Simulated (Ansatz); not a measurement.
Ag: a sweep of one setting

```xyz
1
Lattice="0.0000 2.0522 2.0522 2.0522 0.0000 2.0522 2.0522 2.0522 0.0000" Properties=species:S:1:pos:R:3 pbc="T T T"
Ag    0.0000    0.0000    0.0000
```

Structure from Materials Project entry mp-124 (possibly hypothetical), not relaxed further.

Method: DFT, r2SCAN, PAW with Ansatz's default frozen-core files, scalar-relativistic in Ansatz 0.2.0.

Settings: a Γ-centred 14×14×14 k mesh, Fermi–Dirac smearing of 0.05 eV, cutoff 500 eV, no spin polarisation; the PAW files were made with PBE, and the program remakes their frozen cores for this functional. One setting is then changed at a time.

P includes the program's estimate of the Pulay (finite-basis) term, listed apart; without it the pressure would be far more sensitive to the cutoff.

| PAW cutoff (eV) | free energy less the base's (meV/atom) | P (GPa) | Pulay term in P (GPa) |
| --- | --- | --- | --- |
| 500 (base) | 0.0 | 0.02 | 0.10 |
| 150 | 61345 | -70.34 | 1916.75 |
| 250 | 1310 | 1.10 | ? |
| 300 | 116 | -0.21 | 11.11 |
| 500 | 0.0 | 0.02 | 0.10 |
| 600 | ? | 0.01 | 0.01 |

What belongs in the row "250", column "Pulay term in P (GPa)"?

89.85.

What belongs in the row "600", column "free energy less the base's (meV/atom)"?

-1.2.
